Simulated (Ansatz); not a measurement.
CaTiO3:
```xyz
10
Lattice="2.7292 1.5757 4.5347 -2.7292 1.5757 4.5347 0.0000 -3.1514 4.5347" Properties=species:S:1:pos:R:3 pbc="T T T"
Ca     0.0000     0.0000     3.7939
Ca     0.0000     0.0000    10.5959
Ti     0.0000     0.0000     0.2433
Ti     0.0000     0.0000     7.0454
O      1.5511     0.4385     5.6843
O     -1.1553     1.1241     5.6843
O     -0.3958    -1.5625     5.6843
O      0.3958     1.5889     7.9517
O     -1.5739    -0.4516     7.9517
O      1.1781    -1.1372     7.9517
```

Relaxed with PBE.

Q: Which orbitals make up the states near the band edges in PBE in the plane-wave PAW code Ansatz?

A: Top 1 eV of the valence band: O 2p 93 %. Bottom 1 eV of the conduction band: Ti 3d 82 %, O 2p 14 %. Projections are on Löwdin-orthogonalised atomic valence shells; empty p or d shells of many metals are not among them.

Q: Tabulate the density of states.

A: States/eV per cell of 10 atoms, in 0.25 eV bins, energy from the valence-band maximum.

```
E (eV)  total   O 2p  Ti 3d  Ca 4s
------  -----  -----  -----  -----
-4.20    0.00   0.00   0.00   0.00
-3.95    5.39   3.98   0.91   0.11
-3.70   11.24   8.21   2.12   0.25
-3.45    9.63   6.99   2.15   0.14
-3.20    8.41   6.20   1.82   0.09
-2.95    9.25   7.10   1.67   0.11
-2.70   10.74   8.61   1.59   0.07
-2.45   11.84   9.83   1.43   0.05
-2.20    7.23   5.90   0.96   0.05
-1.95    6.04   4.96   0.78   0.04
-1.70    6.48   5.53   0.59   0.05
-1.45    7.50   6.53   0.55   0.08
-1.20    6.46   5.79   0.37   0.04
-0.95    9.74   8.85   0.52   0.04
-0.70   13.03  11.95   0.63   0.04
-0.45   10.98  10.33   0.31   0.03
-0.20    9.42   9.05   0.12   0.02
0.05     0.62   0.60   0.01   0.00
0.30     0.00   0.00   0.00   0.00
0.55     0.00   0.00   0.00   0.00
0.80     0.00   0.00   0.00   0.00
1.05     0.00   0.00   0.00   0.00
1.30     0.00   0.00   0.00   0.00
1.55     0.00   0.00   0.00   0.00
1.80     0.00   0.00   0.00   0.00
2.05     0.00   0.00   0.00   0.00
2.30     0.00   0.00   0.00   0.00
2.55     0.00   0.00   0.00   0.00
2.80     0.00   0.00   0.00   0.00
3.05     2.77   0.28   2.41   0.00
3.30     5.91   0.69   5.00   0.02
3.55     7.47   1.08   6.06   0.03
3.80     6.56   1.11   5.16   0.04
4.05    11.11   2.03   8.56   0.08
4.30    13.36   2.54  10.04   0.23
4.55     0.84   0.16   0.62   0.01
4.80     0.00   0.00   0.00   0.00
5.05     0.00   0.00   0.00   0.00
5.30     2.14   0.26   1.56   0.01
5.55     4.61   0.61   3.26   0.02
5.80     4.07   0.61   2.76   0.02
6.05     3.35   0.57   2.11   0.02
6.30     2.55   0.45   1.40   0.08
6.55     5.21   0.75   2.01   0.18
6.80     6.00   0.76   1.77   0.27
7.05     9.43   0.82   1.41   0.50
7.30    10.51   0.91   1.29   0.54
7.55    14.20   1.31   1.82   0.60
7.80    13.14   0.84   0.92   0.38
```

Space group R3c. The start of the workflow was typed in or built on a structure type; neither database checked (COD, Materials Project) lists it. COD files the formula under space group No. 11, 62, 65, 140, 221, so this cell is another polymorph or a model. Whether it is the stable phase at ambient conditions was not checked. Symmetry was held in the PBE relaxation; its stability against distortions is not shown here. The workflow began spin-polarised and lost its moments.

Potentials: the earlier of the program's two PAW sets.
